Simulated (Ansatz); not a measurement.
C:
```cif
data_C12
_chemical_formula_sum 'C12'
_space_group_name_H-M_alt 'P 1'
_space_group_IT_number 1
_cell_length_a 2.51231
_cell_length_b 2.51231
_cell_length_c 12.39174
_cell_angle_alpha 90.000
_cell_angle_beta 90.000
_cell_angle_gamma 120.000
loop_
_space_group_symop_operation_xyz
  'x, y, z'
loop_
_atom_site_label
_atom_site_type_symbol
_atom_site_fract_x
_atom_site_fract_y
_atom_site_fract_z
_atom_site_occupancy
C1 C 0.66667 0.33333 0.35494 1
C2 C 0.33333 0.66667 0.64506 1
C3 C 0.33333 0.66667 0.85494 1
C4 C 0.66667 0.33333 0.14506 1
C5 C 0.66667 0.33333 0.02076 1
C6 C 0.33333 0.66667 0.97924 1
C7 C 0.33333 0.66667 0.52076 1
C8 C 0.66667 0.33333 0.47924 1
C9 C 0.00000 0.00000 0.68683 1
C10 C 0.00000 0.00000 0.31317 1
C11 C 0.00000 0.00000 0.18683 1
C12 C 0.00000 0.00000 0.81317 1
```

Relaxed with r²SCAN.

Task: Which orbitals make up the states near the band edges in plane-wave PAW r²SCAN (Ansatz code)?

Result: Top 1 eV of the valence band: C 2p 99 %. Bottom 1 eV of the conduction band: C 2p 54 %, C 2s 37 %, outside the projected shells 9 %. Projections are on Löwdin-orthogonalised atomic valence shells; empty p or d shells of many metals are not among them.

Task: Tabulate the density of states.

Result: States/eV per cell of 12 atoms, in 0.25 eV bins, energy from the valence-band maximum.

```
E (eV)  total  C 2p  C 2s
------  -----  ----  ----
-7.85    3.48  3.07  0.40
-7.60    3.11  2.76  0.35
-7.35    3.10  2.76  0.33
-7.10    3.42  3.09  0.33
-6.85    3.90  3.57  0.32
-6.60    4.45  4.12  0.33
-6.35    4.26  3.94  0.31
-6.10    4.03  3.72  0.30
-5.85    3.81  3.55  0.25
-5.60    4.32  4.07  0.24
-5.35    4.35  4.12  0.22
-5.10    4.38  4.18  0.20
-4.85    4.11  3.92  0.18
-4.60    3.87  3.69  0.16
-4.35    4.12  3.95  0.16
-4.10    4.42  4.25  0.15
-3.85    4.40  4.26  0.13
-3.60    3.86  3.74  0.11
-3.35    3.50  3.39  0.09
-3.10    3.04  2.96  0.08
-2.85    2.54  2.46  0.07
-2.60    2.10  2.04  0.06
-2.35    1.75  1.70  0.04
-2.10    1.49  1.45  0.03
-1.85    1.31  1.28  0.03
-1.60    1.18  1.15  0.02
-1.35    0.94  0.92  0.02
-1.10    0.78  0.77  0.01
-0.85    0.63  0.62  0.01
-0.60    0.48  0.48  0.00
-0.35    0.29  0.29  0.00
-0.10    0.07  0.07  0.00
0.15     0.00  0.00  0.00
0.40     0.00  0.00  0.00
0.65     0.00  0.00  0.00
0.90     0.00  0.00  0.00
1.15     0.00  0.00  0.00
1.40     0.00  0.00  0.00
1.65     0.00  0.00  0.00
1.90     0.00  0.00  0.00
2.15     0.00  0.00  0.00
2.40     0.00  0.00  0.00
2.65     0.00  0.00  0.00
2.90     0.00  0.00  0.00
3.15     0.00  0.00  0.00
3.40     0.00  0.00  0.00
3.65     0.00  0.00  0.00
3.90     0.00  0.00  0.00
4.15     0.00  0.00  0.00
4.40     0.00  0.00  0.00
4.65     0.04  0.02  0.02
4.90     0.64  0.31  0.27
5.15     1.16  0.59  0.46
5.40     1.62  0.89  0.58
5.65     2.28  1.38  0.68
5.90     3.82  2.53  0.90
6.15     3.71  2.35  0.92
6.40     3.41  2.16  0.82
6.65     3.45  2.22  0.80
6.90     3.71  2.45  0.81
7.15     4.06  2.81  0.79
7.40     3.66  2.49  0.70
7.65     3.26  2.23  0.60
7.90     4.33  3.01  0.75
8.15     5.25  3.75  0.85
8.40     4.73  3.43  0.71
8.65     4.88  3.55  0.71
8.90     4.45  3.09  0.77
9.15     5.60  3.81  1.09
9.40     5.96  3.99  1.23
```

Space group P6_3/mmc. The first step of the workflow began from a Materials Project structure, measured or hypothetical. Its sites differ from those of the usual phase in this space group: another stacking or structure type. Symmetry was held in the r²SCAN relaxation; phonons on a q-mesh show no instability.

Potentials: the later of the program's two PAW sets.
